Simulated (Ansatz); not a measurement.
A single-point calculation of SnSe2 in the CdI2 structure with Ansatz 0.2.0, at the level PBE. The cell was relaxed with r2SCAN+rVV10 and then strained (isotropic -2.0 % on every length), with the atoms relaxed again with r2SCAN+rVV10; k points keep the names of the unstrained zone.

Input file:
```yaml
crystal:
  lattice:
    - [3.7486463432, 0.0, 0.0]
    - [-1.8743231716, 3.2464229631, 0.0]
    - [0.0, 0.0, 6.1025374831]
  atoms:
    - { symbol: Sn, position: [0.0, 0.0, 0.0] }
    - { symbol: Se, position: [0.3333333333, 0.6666666667, 0.2611725953] }
    - { symbol: Se, position: [0.6666666667, 0.3333333333, 0.7388274047] }
kpoints:
  mp_grid: { grid: [12, 12, 4] }
  band_path:
    path:
      - [0.0, 0.0, 0.0]
      - [0.5, 0.0, 0.0]
      - [0.3333333333, 0.3333333333, 0.0]
      - [0.0, 0.0, 0.5]
      - [0.5, 0.0, 0.5]
      - [0.3333333333, 0.3333333333, 0.5]
      - [0.0, 0.143229, -0.148438]
      - [0.0, 0.450521, 0.351562]
    npoints: 1
hamiltonian:
  xc: pbe
scf:
  occupations: { method: fermi_dirac, width: 0.02 }
  n_extra_bands: 4
output:
  forces: true
  stress: true
  eigenvalues: true
```

Command: `ansatz run input.yaml --threads 2 --pin off --max-ram 29491MiB --backend cpu --events-out ev --progress --plain --runs-dir out`. Wall time 2.8 s on 2 threads of AMD EPYC 7R13 Processor (Zen 3), on a shared host, load about 0.7 per core; peak host memory 0.56 GiB.

Abridged output:
```
Functional definition: PBE
  parameter kappa = 0.804
  parameter beta = 0.06672455060314922
  exchange = pbe_x(kappa = kappa, mu = beta*pi^2/3)
  correlation = pbe_c(beta = beta)
Crystal: 3 atoms, lattice volume = 74.266 Å³
Basis set: ecut = 420 eV, 1449 PW (Γ)
Bands: 27, of which v1, the nominal top of the filled ones, is band 23 counted from 1 (22 counted from 0)
Symmetry: 12 space group operations
Space group: P-3m1 (ITA 164)
k-points: 69 of 576
SCF iter   1: HF=-16963.254330 eV  Δρ=1.51e-3  dr2=1.76e-3
preconditioner: auto → Resta (q_TF=auto, 2.519 Å⁻¹)  ε∞=2.9  [insulator: Δε(μ)=0.698 eV  σ=0.020 eV  ℏωp=22.0 eV]
SCF iter   2: HF=-16963.253238 eV  Δρ=7.27e-4  dr2=2.87e-4
SCF iter   3: HF=-16963.253347 eV  Δρ=3.30e-4  dr2=5.33e-5
SCF iter   4: HF=-16963.253374 eV  Δρ=9.36e-5  dr2=5.43e-6
SCF iter   5: HF=-16963.253378 eV  Δρ=2.01e-5  dr2=4.27e-7
SCF iter   6: HF=-16963.253378 eV  Δρ=7.32e-6  dr2=4.92e-8
SCF 1 converged in 6 iterations: F = -16963.253378 eV  dr2 = 4.92e-8
NSCF: frozen V_eff on 8 k-points
Free energy (F): -16963.253378 eV
Fermi energy:    9.090843 eV
--- Forces (eV/Å), atoms counted from 1 ---
  atom   1  Sn      0.00000      0.00000      0.00000
  atom   2  Se      0.00000      0.00000      0.29309
  atom   3  Se      0.00000      0.00000    -0.29309
--- Stress (GPa, compression-positive) ---
        6.338152       0.000000       0.000000
        0.000000       6.338152       0.000000
        0.000000       0.000000       4.631826
  P = ⅓ Tr σ = 5.7694 GPa (57.694 kbar)
```

The file bands.tsv (bands near the Fermi energy, numbered from 0, rounded):
```tsv
# k_distance	band_18	band_19	band_20	band_21	band_22	band_23	band_24	band_25	band_26
# fermi_ev = 9.090843
# [0, 0, 0] at k_distance = 0.000000
# [0.5, 0, 0] at k_distance = 0.967709
# [0.3333333333, 0.3333333333, 0] at k_distance = 1.526416
# [0, 0, 0.5] at k_distance = 2.756714
# [0.5, 0, 0.5] at k_distance = 3.724423
# [0.3333333333, 0.3333333333, 0.5] at k_distance = 4.283131
# [0, 0.143229, -0.148438] at k_distance = 5.394292
# [0, 0.450521, 0.351562] at k_distance = 6.180888
# levels_relative_to = fermi_ev
0.000	-0.870	-0.870	-0.643	-0.643	-0.552	0.824	2.876	4.447	4.447
0.968	-4.917	-3.616	-2.906	-1.957	-0.624	0.913	3.369	4.778	4.863
1.526	-4.064	-4.064	-3.788	-2.242	-2.242	0.656	5.993	5.993	6.950
2.757	-2.877	-1.008	-1.008	-0.427	-0.427	2.460	2.790	4.122	4.122
3.724	-5.482	-2.669	-2.500	-1.361	-1.142	0.334	3.605	4.286	5.292
4.283	-4.715	-4.715	-4.263	-0.823	-0.823	2.031	3.932	3.932	5.544
5.394	-2.690	-1.900	-1.604	-0.536	-0.324	2.192	3.409	4.429	4.596
6.181	-5.243	-2.729	-2.691	-1.434	-1.030	0.187	3.851	4.738	5.404
```
In order the rows are Γ, M, K, A, L, H, (0, 0.143, -0.148), (0, 0.451, 0.352).

PBE gives an indirect gap of 0.51 eV, from k = (0, 0.143, -0.148) to k = (0, 0.451, 0.352); the least direct gap is 1.21 eV at k = (0, 0.417, 1/4). Edges are sought over the mesh and the listed points. The mean pressure at these positions is +5.77 GPa, compression counted positive. The largest force is 0.29 eV/Å.

The values are computed, spin-unpolarised, and not measurements.

Spin-orbit coupling is left out, which matters wherever the heavy atoms make up the band edges.
